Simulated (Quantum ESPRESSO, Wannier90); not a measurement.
InP (zinc blende): Wannier90 run

```
begin unit_cell_cart
ang
    0.0000000000    2.9519750000    2.9519750000
    2.9519750000    0.0000000000    2.9519750000
    2.9519750000    2.9519750000    0.0000000000
end unit_cell_cart
begin atoms_frac
In   0.0000000000  0.0000000000  0.0000000000
P   -0.2500000000 -0.2500000000 -0.2500000000
end atoms_frac
```

Structure: Materials Project mp-20351, symmetrised, not relaxed again. COD (Crystallography Open Database) has an entry of this formula and space group (matched by these alone). Method: PBEsol plane waves in Quantum ESPRESSO 7.5 (PseudoDojo norm-conserving files, 56 Ry, spinors with spin-orbit coupling), Bloch states on a 8×8×8 mesh through Γ, Wannier90 4.0.1. Density: 10×10×10 mesh, Gaussian smearing 0.01 Ry.

A tight-binding model is made by disentanglement and projection with no localisation steps (num_iter = 0), so the 16 orbitals stay atom-like: hydrogen-like In: s;p; P: s;p, axes along x, y, z; frozen window up to 1.96 eV relative to the valence-band maximum. It follows pw.x to 3.8 meV rms for states up to 1.5 eV relative to the valence-band maximum. Matrix elements depend on this choice of orbitals and windows.

The 20 largest hoppings ⟨m,0|H|n,R⟩ between different sites (one of each Hermitian pair; signs follow the real orbitals' lobes; the list may end inside a set of equal values):

```csv
m,n,R,distance of the centres (Å),t (eV),Im t (eV)
P2 s↑,In1 s↑,0 0 0,2.56,-1.319,0.000
P2 s↓,In1 s↓,0 0 0,2.56,-1.319,0.000
In1 s↑,P2 s↑,0 0 1,2.56,-1.319,0.000
In1 s↓,P2 s↓,0 0 1,2.56,-1.319,0.000
In1 s↑,P2 s↑,0 1 0,2.56,-1.319,0.000
In1 s↓,P2 s↓,0 1 0,2.56,-1.319,0.000
In1 s↑,P2 s↑,1 0 0,2.56,-1.319,0.000
In1 s↓,P2 s↓,1 0 0,2.56,-1.319,0.000
P2 pz↑,In1 s↑,0 0 0,2.56,-1.245,0.000
P2 pz↓,In1 s↓,0 0 0,2.56,-1.245,0.000
P2 px↑,In1 s↑,0 0 0,2.56,-1.245,0.001
P2 px↓,In1 s↓,0 0 0,2.56,-1.245,-0.001
P2 py↑,In1 s↑,0 0 0,2.56,-1.245,-0.001
P2 py↓,In1 s↓,0 0 0,2.56,-1.245,0.001
In1 s↑,P2 pz↑,0 0 1,2.56,-1.245,0.000
In1 s↑,P2 px↑,0 0 1,2.56,1.245,0.001
In1 s↑,P2 py↑,0 0 1,2.56,1.245,-0.001
In1 s↓,P2 pz↓,0 0 1,2.56,-1.245,0.000
In1 s↓,P2 px↓,0 0 1,2.56,1.245,-0.001
In1 s↓,P2 py↓,0 0 1,2.56,1.245,0.001
```
